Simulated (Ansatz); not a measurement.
Here is the system:

Relaxed MgB₂ (space group P6/mmm):

```xyz
6
Lattice="6.1485 0.0000 0.0000 -1.5371 2.6624 0.0000 3.0743 0.0000 3.5275" Properties=species:S:1:pos:R:3 pbc="T T T"
Mg     0.0000     0.0000     0.0000
Mg     3.0743     0.0000     0.0000
B      1.5371     0.8875     1.7638
B      4.6114     0.8875     1.7638
B      6.1485     1.7749     1.7638
B      3.0743     1.7749     1.7638
```

The atoms are displaced by Q × the pattern below (from a DFPT mode at L = (0.5, 0.0, 0.5), largest move 1; Q in Å), at fixed cell. (q is in reciprocal vectors of the primitive cell; the cell shown is doubled to hold the pattern.)

```json
[
 {"atom": "B3", "x": "0.866", "y": "0.500", "z": "0.000"},
 {"atom": "B4", "x": "-0.866", "y": "-0.500", "z": "0.000"},
 {"atom": "B5", "x": "-0.866", "y": "-0.500", "z": "0.000"},
 {"atom": "B6", "x": "0.866", "y": "0.500", "z": "0.000"}
]
```

Atoms not listed stay in place.

All values below come from PBE (plane waves to 420 eV, PAW, scalar-relativistic; Ansatz, a program for electronic structure). k mesh 17×17×17 (Γ-centred), Fermi-Dirac smearing 0.05 eV. The energy includes the smearing's −TS. With partly filled bands, energies and forces of such displacements shift with the k mesh and the smearing. MgB2 was relaxed with its symmetry unable to fall. The zero of ΔE is the undisplaced structure.

The scan covers Q from -0.280 to 0.280 Å in 13 points.

### Question
Which space group does the distorted structure have?

### Answer
Imma (No. 74), lowered from P6/mmm.

### Question
What is the energy change at Q = 0.280 Å?

### Answer
3026 meV/cell.

### Question
What harmonic wavenumber does the curvature at Q = 0 give?

### Answer
753 cm⁻¹.

(For displaced atoms, the force is minus the slope of the energy, and its curvature is a force constant, which sets phonon frequencies.)
